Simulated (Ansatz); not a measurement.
An Ansatz (a program for electronic structure) run. Input:

Ansatz 0.2 input:
```yaml
crystal:
  lattice:
    - [0.0, 2.5612126072, 2.5612126072]
    - [2.5612126072, 0.0, 2.5612126072]
    - [2.5612126072, 2.5612126072, 0.0]
  atoms:
    - { symbol: Sr, position: [0.0, 0.0, 0.0] }
    - { symbol: O, position: [0.5, 0.5, 0.5] }
kpoints:
  mp_grid: { grid: [8, 8, 8] }
  band_path:
    path:
      - [[0.0, 0.0, 0.0], [0.5, 0.0, 0.5], [0.625, 0.25, 0.625]]  # Γ-X-U
      - [[0.375, 0.375, 0.75], [0.0, 0.0, 0.0], [0.5, 0.5, 0.5], [0.5, 0.25, 0.75], [0.5, 0.0, 0.5]]  # K-Γ-L-W-X
      - [VBM, CBM]
    npoints: 12
basis: { xc_grid: 2 }
hamiltonian:
  xc: pbesol
  pseudopotentials: { kind: paw }
magnetization: { noncollinear: true, spin_orbit: true }
scf:
  n_extra_bands: 12
  convergence: { dr2_threshold: 0.0000000001 }
  occupations: { method: gaussian, width: 0.01 }
checkpoint: { write: soc.run }
output: { eigenvalues: true }
```

Output (shortened):

```
Pseudopotential: Sr, paw_fr, valence charge 10
Pseudopotential: O, paw_fr, valence charge 6
Functional definition: PBEsol
non-collinear run that drives no moment, with spin-orbit …
Crystal: 2 atoms, lattice volume = 33.602 Å³
Basis set: ecut = 420 eV, 645 PW (Γ), exchange–correlation on 50×50×50 points (8 copies of the dense FFT grid, shifted against one another)
Bands: 28, of which v1, the nominal top of the filled ones, is band 16 counted from 1 (15 counted from 0)
Symmetry: 48 space group operations + 48 with time reversal
k-points: 29 of 512
Projection manifold: j_resolved (fully-relativistic pseudo-atomic orbitals)
SCF iter   1: F=—  HF=-4057.253307 eV  |F-HF|=—  |Δ(HF+E_count)|=         —  Δρ=9.54e-2  dr2=2.59e0  dr2_m=0.00e0 (ungated)  ethr=3.10e-3  |M|=0.00e0 ∫|m|=0.00e0 μB  |m|>n=0.0e0 m-floor=0.0e0 τ_xc=0.0e0  β_m=0.30  ⟨swp⟩=8.7  Hψ=2537  notcnv=0  defer=6
preconditioner: auto → none
SCF iter   2: F=—  HF=-4056.740160 eV  |F-HF|=—  |Δ(HF+E_count)|=   5.13e-1  Δρ=2.82e-2  dr2=3.57e-1  dr2_m=0.00e0 (ungated)  ethr=3.10e-3  |M|=0.00e0 ∫|m|=0.00e0 μB  |m|>n=0.0e0 m-floor=0.0e0 τ_xc=0.0e0  β_m=0.29  ⟨swp⟩=2.7  Hψ=836  notcnv=0  defer=174
SCF iter   3: F=—  HF=-4056.698853 eV  |F-HF|=—  |Δ(HF+E_count)|=   4.13e-2  Δρ=1.78e-2  dr2=1.04e-1  dr2_m=0.00e0 (ungated)  ethr=2.23e-3  |M|=0.00e0 ∫|m|=0.00e0 μB  |m|>n=0.0e0 m-floor=0.0e0 τ_xc=0.0e0  β_m=0.51  ⟨swp⟩=2.1  Hψ=458  notcnv=0  defer=174
SCF iter   4: F=—  HF=-4056.713862 eV  |F-HF|=—  |Δ(HF+E_count)|=   1.50e-2  Δρ=3.24e-3  dr2=2.14e-3  dr2_m=0.00e0 (ungated)  ethr=6.50e-4  |M|=0.00e0 ∫|m|=0.00e0 μB  |m|>n=0.0e0 m-floor=0.0e0 τ_xc=0.0e0  β_m=0.60  ⟨swp⟩=2.2  Hψ=573  notcnv=0  defer=174
SCF iter   5: F=—  HF=-4056.715696 eV  |F-HF|=—  |Δ(HF+E_count)|=   1.83e-3  Δρ=6.50e-4  dr2=1.34e-4  dr2_m=0.00e0 (ungated)  ethr=1.34e-5  |M|=0.00e0 ∫|m|=0.00e0 μB  |m|>n=0.0e0 m-floor=0.0e0 τ_xc=0.0e0  β_m=0.65  ⟨swp⟩=2.7  Hψ=556  notcnv=0  defer=174
SCF iter   6: F=—  HF=-4056.715701 eV  |F-HF|=—  |Δ(HF+E_count)|=   5.32e-6  Δρ=6.70e-5  dr2=5.89e-7  dr2_m=0.00e0 (ungated)  ethr=8.36e-7  |M|=0.00e0 ∫|m|=0.00e0 μB  |m|>n=0.0e0 m-floor=0.0e0 τ_xc=0.0e0  β_m=0.82  ⟨swp⟩=2.4  Hψ=498  notcnv=0  defer=174
SCF iter   7: F=—  HF=-4056.715699 eV  |F-HF|=—  |Δ(HF+E_count)|=   2.64e-6  Δρ=7.26e-6  dr2=2.67e-8  dr2_m=0.00e0 (ungated)  ethr=3.68e-9  |M|=0.00e0 ∫|m|=0.00e0 μB  |m|>n=0.0e0 m-floor=0.0e0 τ_xc=0.0e0  β_m=0.76  ⟨swp⟩=2.4  Hψ=645  notcnv=0  defer=174
SCF iter   8: F=—  HF=-4056.715699 eV  |F-HF|=—  |Δ(HF+E_count)|=   5.01e-9  Δρ=2.13e-6  dr2=2.52e-9  dr2_m=0.00e0 (ungated)  ethr=1.67e-10  |M|=0.00e0 ∫|m|=0.00e0 μB  |m|>n=0.0e0 m-floor=0.0e0 τ_xc=0.0e0  β_m=0.88  ⟨swp⟩=2.3  Hψ=498  notcnv=0  defer=174
SCF iter   9: F=-4056.715699 eV  HF=-4056.715699 eV  |F-HF|=9.09e-13  |Δ(HF+E_count)|=  7.11e-10  Δρ=9.80e-8  dr2=2.16e-12  dr2_m=0.00e0 (ungated)  ethr=1.00e-12  |M|=0.00e0 ∫|m|=0.00e0 μB  |m|>n=0.0e0 m-floor=0.0e0 τ_xc=0.0e0  ⟨swp⟩=8.8  Hψ=2127  notcnv=0
SCF 1 converged in 9 iterations: F = -4056.715699 eV  dr2 = 2.16e-12
NSCF: frozen V_eff on 16 k-points
NSCF: frozen V_eff on 16 k-points
NSCF: frozen V_eff on 16 k-points
NSCF: frozen V_eff on 9 k-points
NSCF: frozen V_eff on 5 k-points
NSCF: frozen V_eff on 5 k-points
NSCF: frozen V_eff on 5 k-points
NSCF: frozen V_eff on 5 k-points
NSCF: frozen V_eff on 3 k-points
NSCF: frozen V_eff on 87 k-points
SCF converged after 9 iterations
Magnetization: |M| = 0.0000 μB,  M = (+0.0000, +0.0000, +0.0000) μB
Absolute magnetization: 0.0000 μB (∫|m|)
  site 0: m = (+0.0000, +0.0000, +0.0000) μB, |m| = 0.0000 μB  (R = 1.06 Å)
  site 1: m = (+0.0000, +0.0000, +0.0000) μB, |m| = 0.0000 μB  (R = 1.06 Å)
Free energy (F): -4056.715699 eV
Harris-Foulkes:  -4056.715699 eV  (|F-HF|=9.09e-13)
Internal energy: -4056.715699 eV  (E = F + TS)
E sigma→0 (E₀):  -4056.715699 eV
Fermi energy:    9.496563 eV
--- Per-component energies (eV) ---
  E_band       = -57.364217
  E_kinetic    = 422.301941
  E_local      = -857.654565  (includes V_loc(G=0)·N_el)
  E_nonlocal   = 251.885804
  E_hartree    = 230.364688
  E_xc         = -246.523193
  E_vxc        = -257.703738  (∫ρ·V_xc dr)
  E_paw        = -2797.043956  (= ΣΔE_a)
  E_vpaw       = -76.925435  (= ΣTr[D̂ρ^β])
  E_aug_tail   = 0.002408  (compensation charges beyond the density's cutoff)
  E_ewald      = -1060.218982
  E_core_change = 0.170157  (= ΣΔE_core)
  E_smearing   =  0.000000  (= −TS)
  E_closure    = 0.000000  (closes the sum)
  Σ components = -4056.715699   (vs F -4056.715699, Δ=0.00e0)
  [band-id]    e_kinetic+e_local+e_nonlocal+2·e_hartree+e_vxc+e_vpaw+e_augmentation_tail = -57.364210   (vs E_band -57.364217, Δ=6.60e-6)
--- Band table (eV; the first three rows and the last of 29) ---
  k-point 0: bands = ["-24.2282", "-24.2282", "-7.0967", "-7.0967", "-6.6777", "-6.6777", "-5.4993", "-5.4993", "-5.4993", "-5.4993", "7.8451", "7.8451", "7.9089", "7.9089", "7.9089", "7.9089", "11.8200", "11.8200", "14.1124", "14.1124", "14.1124", "14.1124", …
  k-point 1: bands = ["-24.2067", "-24.2067", "-7.5094", "-7.5094", "-6.5074", "-6.5074", "-5.5125", "-5.5125", "-5.3226", "-5.3226", "7.4189", "7.4189", "7.6724", "7.6724", "7.7072", "7.7072", "12.5331", "12.5331", "13.9475", "13.9475", "14.4221", "14.4221", …
  k-point 2: bands = ["-24.1541", "-24.1541", "-8.0923", "-8.0923", "-6.4288", "-6.4288", "-5.5440", "-5.5440", "-4.9770", "-4.9770", "6.5784", "6.5784", "7.2466", "7.2466", "7.2723", "7.2723", "13.8627", "13.8627", "14.0830", "14.0830", "15.2659", "15.2659", …
  k-point 28: bands = ["-24.0331", "-24.0331", "-7.8619", "-7.8619", "-6.9914", "-6.9914", "-6.2601", "-6.2601", "-5.2112", "-5.2112", "6.7451", "6.7451", "7.4337", "7.4337", "7.5218", "7.5218", "13.8812", "13.8812", "13.8823", "13.8823", "16.6262", …
```

Cost: roughly 17 core-seconds on shared cores.

Space group Fm-3m (rock salt). The cell was relaxed with PBEsol under the symmetry of its start.

Potentials: the later of the program's two PAW sets.

Ansatz is a plane-wave DFT program.
